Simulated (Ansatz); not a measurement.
ZrBiBr in Ansatz, relaxation

The command:

```bash
ansatz run input.yaml --threads 2 --pin off --max-ram 2560MiB --backend cpu --events-out ev --progress --plain --runs-dir out
```

The input file (Ansatz 0.2.0, plane waves):

```yaml
crystal:
  lattice:
    - [7.948718, 0.0, 0.0]
    - [0.0, 9.613787, 0.0]
    - [0.0, 0.0, 3.974359]
  atoms:
    - { symbol: Bi, position: [0.138, 0.135, 0.25] }
    - { symbol: Bi, position: [0.862, 0.865, 0.75] }
    - { symbol: Bi, position: [0.638, 0.365, 0.25] }
    - { symbol: Bi, position: [0.362, 0.635, 0.75] }
    - { symbol: Zr, position: [0.8, 0.04, 0.25] }
    - { symbol: Zr, position: [0.2, 0.96, 0.75] }
    - { symbol: Zr, position: [0.3, 0.46, 0.25] }
    - { symbol: Zr, position: [0.7, 0.54, 0.75] }
    - { symbol: Br, position: [0.48, 0.82, 0.25] }
    - { symbol: Br, position: [0.52, 0.18, 0.75] }
    - { symbol: Br, position: [0.98, 0.68, 0.25] }
    - { symbol: Br, position: [0.02, 0.32, 0.75] }
  symmetry: { tolerance: 0.0003 }
kpoints:
  mp_grid: { grid: [4, 3, 7], shift: [0, 0, 0] }
magnetization:
  spin_polarized: false
scf:
  occupations: { method: fermi_dirac, width: 0.0986 }
  lower_state_search: "off"
hamiltonian:
  pseudopotentials: { kind: paw }
  xc: pbe
basis:
  ecutwfc: 420
  fft_grid_basis: typed
relax:
  max_steps: 60
  cell: { p_target: 0.0 }
  f_tol: 0.03
output:
  forces: true
  stress: true
  eigenvalues: true
  bader: true
  populations: true
  elf: true
  write_potential: true
  volumetric_format: npy
  dos:
    e_range: [-12, 8]
    de: 0.05
    projected: { site_lists: { Bi: [Bi], Br: [Br], Zr: [Zr] } }
  write_density: true
checkpoint:
  read: saved_state
```

Origin of the cell: a known structure type with other elements, at an estimated volume, so it need not be a known compound.

The saved state is a converged single point of the same cell.

Steps («new basis» is an SCF on plane waves selected anew at the same cell):

| step | ΔF (meV/atom) | max force component (eV/Å) | P (GPa) | volume (Å³) | SCF iterations | step was |
| --- | --- | --- | --- | --- | --- | --- |
| 1 | 0.0 | 3.968 | 18.46 | 303.71 | 6 | accepted |
| 3 | -800.0 | 1.079 | 1.75 | 330.31 | 6 | accepted |
| 5 | -873.5 | 0.289 | 1.09 | 340.05 | 7 | accepted |
| 7 | -885.9 | 0.168 | -0.29 | 352.20 | 7 | accepted |
| 9 | -915.2 | 0.228 | 0.12 | 361.13 | 7 | accepted |
| 11 | -922.1 | 0.107 | -0.44 | 362.32 | 10 | accepted |
| 13 | -922.7 | 0.233 | -0.46 | 349.25 | 8 | rejected |
| 15 | -929.5 | 0.018 | -0.07 | 352.77 | 5 | accepted |
| 17 | -929.6 | 0.007 | -0.01 | 352.19 | 8 | accepted |
| 19 | -930.5 | 0.057 | 0.09 | 346.77 | 7 | accepted |
| 21 | -931.2 | 0.227 | 0.35 | 331.05 | 7 | rejected |
| 23 | -935.6 | 0.035 | 0.07 | 338.96 | 11 | accepted |
| 25 | -936.0 | 0.011 | 0.04 | 337.55 | 6 | accepted |
| 27 | -936.1 | 0.009 | -0.01 | 338.30 | 8 | accepted |
| 29 | -1039.5 | 0.206 | 0.95 | 346.14 | 6 | accepted |
| 31 | -1093.1 | 0.058 | 0.78 | 346.91 | 6 | accepted |
| 33 | -1105.9 | 0.039 | 0.00 | 363.11 | 6 | accepted |
| 35 | -1109.5 | 0.008 | 0.21 | 364.07 | 8 | new basis |
| 37 | -1111.0 | 0.048 | 0.19 | 375.64 | 7 | accepted |
| 39 | -1111.1 | 0.002 | 0.00 | 378.34 | 6 | accepted |

Step 1, with forces in eV/Å:

```xyz
12
Lattice="7.949 0.000 0.000 0.000 9.614 0.000 0.000 0.000 3.974" Properties=species:S:1:pos:R:3:forces:R:3 pbc="T T T" step=1
Bi    1.097    1.298    0.994    0.988    0.796    0.000
Bi    6.852    8.316    2.981   -0.988   -0.796    0.000
Bi    5.071    3.509    0.994    0.988   -0.796    0.000
Bi    2.877    6.105    2.981   -0.988    0.796    0.000
Zr    6.359    0.385    0.994   -2.415    3.232    0.000
Zr    1.590    9.229    2.981    2.415   -3.232    0.000
Zr    2.385    4.422    0.994   -2.415   -3.232    0.000
Zr    5.564    5.191    2.981    2.415    3.232    0.000
Br    3.815    7.883    0.994    1.054    3.968    0.000
Br    4.133    1.730    2.981   -1.054   -3.968    0.000
Br    7.790    6.537    0.994    1.054   -3.968    0.000
Br    0.159    3.076    2.981   -1.054    3.968    0.000
```

Step 4, with forces in eV/Å:

```xyz
12
Lattice="7.481 0.000 0.000 0.000 10.358 0.000 0.000 0.000 4.383" Properties=species:S:1:pos:R:3:forces:R:3 pbc="T T T" step=4
Bi    1.086    1.404    1.096   -0.238    0.064    0.000
Bi    6.395    8.954    3.287    0.238   -0.064    0.000
Bi    4.827    3.775    1.096   -0.238   -0.064    0.000
Bi    2.654    6.583    3.287    0.238    0.064    0.000
Zr    5.709    0.522    1.096   -0.158    0.437    0.000
Zr    1.772    9.836    3.287    0.158   -0.437    0.000
Zr    1.969    4.657    1.096   -0.158   -0.437    0.000
Zr    5.513    5.701    3.287    0.158    0.437    0.000
Br    3.482    8.984    1.096   -0.052    0.502    0.000
Br    3.999    1.374    3.287    0.052   -0.502    0.000
Br    7.223    6.553    1.096   -0.052   -0.502    0.000
Br    0.259    3.805    3.287    0.052    0.502    0.000
```

Step 7, with forces in eV/Å:

```xyz
12
Lattice="7.385 0.000 0.000 0.000 11.256 0.000 0.000 0.000 4.237" Properties=species:S:1:pos:R:3:forces:R:3 pbc="T T T" step=7
Bi    0.972    1.631    1.059    0.018   -0.168    0.000
Bi    6.414    9.625    3.177   -0.018    0.168    0.000
Bi    4.664    3.997    1.059    0.018    0.168    0.000
Bi    2.721    7.259    3.177   -0.018   -0.168    0.000
Zr    5.707    0.489    1.059    0.083   -0.129    0.000
Zr    1.679   10.767    3.177   -0.083    0.129    0.000
Zr    2.014    5.139    1.059    0.083    0.129    0.000
Zr    5.371    6.117    3.177   -0.083   -0.129    0.000
Br    3.343    9.937    1.059   -0.096   -0.004    0.000
Br    4.043    1.319    3.177    0.096    0.004    0.000
Br    7.036    6.947    1.059   -0.096    0.004    0.000
Br    0.350    4.309    3.177    0.096   -0.004    0.000
```

Step 11, with forces in eV/Å:

```xyz
12
Lattice="7.335 0.000 0.000 0.000 12.347 0.000 0.000 0.000 4.001" Properties=species:S:1:pos:R:3:forces:R:3 pbc="T T T" step=11
Bi    0.789    1.826    1.000   -0.057    0.013    0.000
Bi    6.545   10.521    3.001    0.057   -0.013    0.000
Bi    4.457    4.348    1.000   -0.057   -0.013    0.000
Bi    2.878    7.999    3.001    0.057    0.013    0.000
Zr    5.739    0.207    1.000   -0.034   -0.107    0.000
Zr    1.596   12.140    3.001    0.034    0.107    0.000
Zr    2.071    5.967    1.000   -0.034    0.107    0.000
Zr    5.263    6.380    3.001    0.034   -0.107    0.000
Br    3.176   10.952    1.000   -0.030   -0.037    0.000
Br    4.159    1.395    3.001    0.030    0.037    0.000
Br    6.843    7.569    1.000   -0.030    0.037    0.000
Br    0.491    4.778    3.001    0.030   -0.037    0.000
```

Step 15, with forces in eV/Å:

```xyz
12
Lattice="7.126 0.000 0.000 0.000 12.504 0.000 0.000 0.000 3.959" Properties=species:S:1:pos:R:3:forces:R:3 pbc="T T T" step=15
Bi    0.617    1.926    0.990   -0.005    0.004    0.000
Bi    6.510   10.578    2.969    0.005   -0.004    0.000
Bi    4.180    4.326    0.990   -0.005   -0.004    0.000
Bi    2.947    8.178    2.969    0.005    0.004    0.000
Zr    5.542    0.028    0.990   -0.018    0.015    0.000
Zr    1.584   12.476    2.969    0.018   -0.015    0.000
Zr    1.979    6.224    0.990   -0.018   -0.015    0.000
Zr    5.147    6.280    2.969    0.018    0.015    0.000
Br    3.033   11.089    0.990   -0.016    0.003    0.000
Br    4.093    1.415    2.969    0.016   -0.003    0.000
Br    6.596    7.667    0.990   -0.016   -0.003    0.000
Br    0.530    4.837    2.969    0.016    0.003    0.000
```

Step 23, with forces in eV/Å:

```xyz
12
Lattice="7.195 0.000 0.000 0.000 12.773 0.000 0.000 0.000 3.688" Properties=species:S:1:pos:R:3:forces:R:3 pbc="T T T" step=23
Bi    0.561    2.055    0.922   -0.010    0.035    0.000
Bi    6.634   10.718    2.766    0.010   -0.035    0.000
Bi    4.158    4.332    0.922   -0.010   -0.035    0.000
Bi    3.037    8.441    2.766    0.010    0.035    0.000
Zr    5.604    0.042    0.922    0.031   -0.003    0.000
Zr    1.591   12.731    2.766   -0.031    0.003    0.000
Zr    2.006    6.345    0.922    0.031    0.003    0.000
Zr    5.189    6.429    2.766   -0.031   -0.003    0.000
Br    3.077   11.347    0.922   -0.004    0.004    0.000
Br    4.118    1.426    2.766    0.004   -0.004    0.000
Br    6.675    7.813    0.922   -0.004   -0.004    0.000
Br    0.520    4.960    2.766    0.004    0.004    0.000
```

Step 29, with forces in eV/Å:

```xyz
12
Lattice="7.211 0.000 0.000 0.000 13.266 0.000 0.000 0.000 3.618" Properties=species:S:1:pos:R:3:forces:R:3 pbc="T T T" step=29
Bi    0.529    2.135    0.905   -0.022   -0.112    0.000
Bi    6.682   11.131    2.714    0.022    0.112    0.000
Bi    4.135    4.498    0.905   -0.022    0.112    0.000
Bi    3.076    8.768    2.714    0.022   -0.112    0.000
Zr    5.626    0.018    0.905   -0.066    0.039    0.000
Zr    1.585   13.248    2.714    0.066   -0.039    0.000
Zr    2.021    6.615    0.905   -0.066   -0.039    0.000
Zr    5.191    6.651    2.714    0.066    0.039    0.000
Br    3.071   11.787    0.905   -0.017    0.206    0.000
Br    4.141    1.479    2.714    0.017   -0.206    0.000
Br    6.676    8.112    0.905   -0.017   -0.206    0.000
Br    0.535    5.154    2.714    0.017    0.206    0.000
```

Step 32, with forces in eV/Å:

```xyz
12
Lattice="7.135 0.000 0.000 0.000 14.699 0.000 0.000 0.000 3.398" Properties=species:S:1:pos:R:3:forces:R:3 pbc="T T T" step=32
Bi    0.459    2.278    0.850   -0.032   -0.046    0.000
Bi    6.676   12.422    2.549    0.032    0.046    0.000
Bi    4.027    5.072    0.850   -0.032    0.046    0.000
Bi    3.109    9.628    2.549    0.032   -0.046    0.000
Zr    5.550   -0.027    0.850   -0.007    0.011    0.000
Zr    1.585   14.726    2.549    0.007   -0.011    0.000
Zr    1.982    7.376    0.850   -0.007   -0.011    0.000
Zr    5.153    7.323    2.549    0.007    0.011    0.000
Br    3.073   13.156    0.850    0.010   -0.009    0.000
Br    4.062    1.543    2.549   -0.010    0.009    0.000
Br    6.641    8.893    0.850    0.010    0.009    0.000
Br    0.494    5.807    2.549   -0.010   -0.009    0.000
```

Step 36, with forces in eV/Å:

```xyz
12
Lattice="7.097 0.000 0.000 0.000 15.370 0.000 0.000 0.000 3.392" Properties=species:S:1:pos:R:3:forces:R:3 pbc="T T T" step=36
Bi    0.440    2.274    0.848    0.005   -0.029    0.000
Bi    6.657   13.097    2.544   -0.005    0.029    0.000
Bi    3.988    5.411    0.848    0.005    0.029    0.000
Bi    3.108    9.959    2.544   -0.005   -0.029    0.000
Zr    5.497   -0.023    0.848    0.002   -0.008    0.000
Zr    1.599   15.394    2.544   -0.002    0.008    0.000
Zr    1.949    7.709    0.848    0.002    0.008    0.000
Zr    5.147    7.662    2.544   -0.002   -0.008    0.000
Br    3.064   13.791    0.848    0.004    0.019    0.000
Br    4.033    1.579    2.544   -0.004   -0.019    0.000
Br    6.612    9.264    0.848    0.004   -0.019    0.000
Br    0.484    6.106    2.544   -0.004    0.019    0.000
```

Step 40, with forces in eV/Å:

```xyz
12
Lattice="7.121 0.000 0.000 0.000 15.680 0.000 0.000 0.000 3.388" Properties=species:S:1:pos:R:3:forces:R:3 pbc="T T T" step=40
Bi    0.440    2.264    0.847    0.001   -0.001    0.000
Bi    6.681   13.416    2.541   -0.001    0.001    0.000
Bi    4.001    5.576    0.847    0.001    0.001    0.000
Bi    3.120   10.104    2.541   -0.001   -0.001    0.000
Zr    5.513   -0.018    0.847    0.000    0.002    0.000
Zr    1.608   15.698    2.541    0.000   -0.002    0.000
Zr    1.953    7.858    0.847    0.000   -0.002    0.000
Zr    5.168    7.821    2.541    0.000    0.002    0.000
Br    3.079   14.100    0.847    0.001    0.001    0.000
Br    4.042    1.580    2.541   -0.001   -0.001    0.000
Br    6.639    9.420    0.847    0.001   -0.001    0.000
Br    0.482    6.260    2.541   -0.001    0.001    0.000
```

| Property | Result |
| --- | --- |
| Free energy lowered by | 1111.3 meV/atom |
| Volume change | 24.57 % |
| Final pressure | -0.01 GPa |
| Relaxation steps listed | 40 |

Caveats: no dispersion correction, so spacings can come out too large where layers or molecules are weakly bound; no moments, though an odd count or open d shells may carry them; no spin-orbit coupling, though heavy elements are present; the relaxation held the start's symmetry, so the end may be a saddle point.

Time: 41 min on 2 threads of Arm Neoverse N1, on a shared host, peak memory 1.1 GiB, from a saved density.
